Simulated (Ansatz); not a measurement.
AlRh:
```xyz
2
Lattice="2.9715 0.0000 0.0000 0.0000 2.9715 0.0000 0.0000 0.0000 2.9715" Properties=species:S:1:pos:R:3 pbc="T T T"
Al     1.4858     1.4858     1.4858
Rh     0.0000     0.0000     0.0000
```

Relaxed with PBEsol. Special points in fractions of this cell's reciprocal vectors: Γ (0.000, 0.000, 0.000); X (0.000, 0.500, 0.000); M (0.500, 0.500, 0.000); R (0.500, 0.500, 0.500).

Question: List the band energies nearest the Fermi level at these points for PBEsol (plane waves, PAW; program Ansatz).

Answer: In eV from the Fermi level; about four levels below and three above (degenerate sets whole), none deeper than 8.9 eV; points with the same levels are listed once.

```json
[
 {"k": "Γ", "below": "-5.05 -5.05 -1.73 -1.73 -1.73", "above": "5.05 5.05 5.05"},
 {"k": "X", "below": "-4.35 -3.25 -3.25 -1.52", "above": "0.28 6.61 9.92 9.92"},
 {"k": "M", "below": "-2.89 -2.89 -2.57 -2.57 -0.55", "above": "3.46 4.46 9.86"},
 {"k": "R", "below": "-5.96 -5.96 -5.96 -0.48 -0.48", "above": "1.81 2.81 2.81 2.81"}
]
```

Space group Pm-3m (CsCl type). The cell is a constructed one: a structure type filled with these elements; the Crystallography Open Database copy checked does not list it. Its standing as an ambient phase is unchecked. Symmetry was held in the PBEsol relaxation; its stability against distortions is not shown here. The run is not spin-polarised. Scalar-relativistic: spin–orbit coupling is off unless named, which matters more the heavier the elements.

Potentials: the earlier of the program's two PAW sets. The files were generated under PBE; for other functionals the program regenerates the frozen cores, and for LDA and PBEsol the local potential too.
